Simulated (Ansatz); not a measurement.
Bi2Te3 in space group R-3m (No. 166; Bi on 6c, Te on 6c, Te on 3a), the program Ansatz at the r²SCAN+D4 level (PAW). The conduction-band minimum lies at Γ, with 1 equivalent valley. Second derivatives d²E/dk² of the lowest band at one valley (eV·Å²), along Cartesian directions:

```json
[
 {"direction": "[100]", "d²E/dk²": "82.93"},
 {"direction": "[010]", "d²E/dk²": "82.94"},
 {"direction": "[001]", "d²E/dk²": "15.29"},
 {"direction": "[110]", "d²E/dk²": "82.94"},
 {"direction": "[101]", "d²E/dk²": "49.10"},
 {"direction": "[011]", "d²E/dk²": "48.89"}
]
```

**Question.** Find the principal effective masses, the density-of-states mass and the conductivity mass.

**Answer.** Off-diagonal terms follow from H_xy = H[110] − (H_xx + H_yy)/2, and m*/mₑ = 7.620 eV·Å² over each eigenvalue: 0.092, 0.092, 0.50. One valley's DOS mass (m₁m₂m₃)^(1/3) = 0.16, conductivity mass 3/(Σ 1/mᵢ) = 0.13 mₑ.

**Question.** What effective density of states Nc follows at 300 K for parabolic valleys?

**Answer.** Nc = 2.509e19 × 1 × (0.16)^(3/2) ≈ 1.6e18 cm⁻³.

Symmetry was held in the r²SCAN+D4 relaxation. Spin–orbit coupling is left out wherever it is not named.

Potentials: the earlier of the program's two PAW sets.

Edges and masses are those of Kohn–Sham bands, whose gap is no quasiparticle gap.
